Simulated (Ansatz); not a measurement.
MgH$_{2}$:
```
CELL_PARAMETERS angstrom
      4.51743     0.00000     0.00000
      0.00000     4.51743     0.00000
      0.00000     0.00000     3.01264
ATOMIC_POSITIONS crystal
  Mg 0.00000 0.00000 0.00000
  Mg 0.50000 0.50000 0.50000
  H  0.30442 0.30442 0.00000
  H  0.19558 0.80442 0.50000
  H  0.69558 0.69558 0.00000
  H  0.80442 0.19558 0.50000
```

x, y and z are the axes in which the lattice vectors are written.

Task: Give the high-frequency dielectric tensor and the Born effective charge tensors of the independent atoms from DFPT, DFT-PBE in the program Ansatz with PAW potentials.

Result: 
ε∞:
```
3.95  0.00  0.00
0.00  3.95  0.00
0.00  0.00  4.00
```
Z* of atom 1 (Mg), rows: field, columns: displacement, in e:
```
1.87  0.14  0.00
0.14  1.87  0.00
0.00  0.00  1.97
```
Z* of atom 3 (H), rows: field, columns: displacement, in e:
```
-0.94  -0.23   0.00
-0.23  -0.94   0.00
 0.00   0.00  -0.98
```

Static charges for comparison (Bader): Mg1 +1.64, H3 -0.82 e. Born charges measure polarisation by displacement and can exceed these by far.

Space group P4_2/mnm (rutile). The PBE relaxation kept the symmetry of its start; phonons on a q-mesh show no instability.

Potentials: the later of the program's two PAW sets.
